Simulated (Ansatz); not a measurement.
**Band topology of ScIr with spin–orbit coupling (computed with Ansatz 0.2.0)**

Space group Pm-3m (No. 221), 2 atoms in the cell of the first input below: a = 3.206 Å, b = 3.206 Å, c = 3.206 Å, α = 90.00°, β = 90.00°, γ = 90.00°.

The cell was built from a prototype of a structure type listed for this compound, at its measured volume, taken without relaxation (pressure 1.0 GPa with this functional, without spin–orbit coupling). Functional: r2SCAN.

Input:

```yaml
crystal:
  lattice:
    - [3.2059978656, 0.0, 0.0]
    - [0.0, 3.2059978656, 0.0]
    - [0.0, 0.0, 3.2059978656]
  atoms:
    - { symbol: Sc, position: [0.0, 0.0, 0.0] }
    - { symbol: Ir, position: [0.5, 0.5, 0.5] }
basis:
  ecutwfc: 500
  ecutrho_ratio: 4
kpoints:
  mp_grid: { grid: [6, 6, 6] }
hamiltonian:
  xc: r2scan
scf:
  occupations: { method: gaussian, width: 0.05 }
output:
  forces: true
  stress: true
  eigenvalues: true
  populations: true
  topological_invariants: true
magnetization:
  noncollinear: true
  spin_orbit: true
```

```bash
ansatz run input.yaml --threads 4 --pin off --max-ram 9216MiB --backend cpu --events-out ev --progress --plain --runs-dir out
```

Time: 15 s on 4 threads of Intel(R) Xeon(R) Platinum 8259CL CPU @ 2.50GHz (Skylake/Cascade Lake), on a shared host, peak memory 0.89 GiB.

Without spin–orbit coupling the gap on a 10×10×10 mesh is 0.00 eV (the bands touch or overlap there). With it, in a separate run (self-consistent on 8×8×8, bands on 16×16×16), the bands overlap in energy by 0.39 eV (an overlap on a mesh is a lower bound, as the extrema may lie between its points). The indices are those of the lowest 28 bands, and their direct separation from the next band is open.

Odd-parity bands among them at the eight time-reversal-invariant momenta (inversion centre at 0.000 0.000 0.000):

| k | odd bands |
| --- | --- |
| 0.0 0.0 0.0 | 12 |
| 0.0 0.0 0.5 | 18 |
| 0.0 0.5 0.0 | 18 |
| 0.0 0.5 0.5 | 14 |
| 0.5 0.0 0.0 | 18 |
| 0.5 0.0 0.5 | 14 |
| 0.5 0.5 0.0 | 14 |
| 0.5 0.5 0.5 | 14 |

**Question.** What are the Z2 indices by the rule of Fu and Kane?

**Answer.** Each Kramers pair counts once, so δ = (−1)^(odd bands / 2): +, −, −, −, −, −, −, −. The product of all eight gives ν0, the products over the planes k_i = 1/2 the weak indices: (1;000). The Wilson-loop planes give (1;000).

**Question.** The cell is scaled in volume by 0.96 and 1.05 with the atoms carried along. Do the indices change?

**Answer.** No.

```csv
volume ratio,pressure with spin–orbit coupling (GPa),smallest direct separation sampled (eV),at k,separation,Z2
0.96,9.6,0.050,0.02 0.50 0.38,open,(1;000)
1.00,1.4,0.050,0.02 0.50 0.38,open,(1;000)
1.05,-6.7,0.054,0.05 0.50 0.39,open,(1;000)
```

Caveats: bands overlap in energy, so the bands counted are not the filled states; semilocal functionals can invert narrow gaps falsely; the k-mesh was not tested.
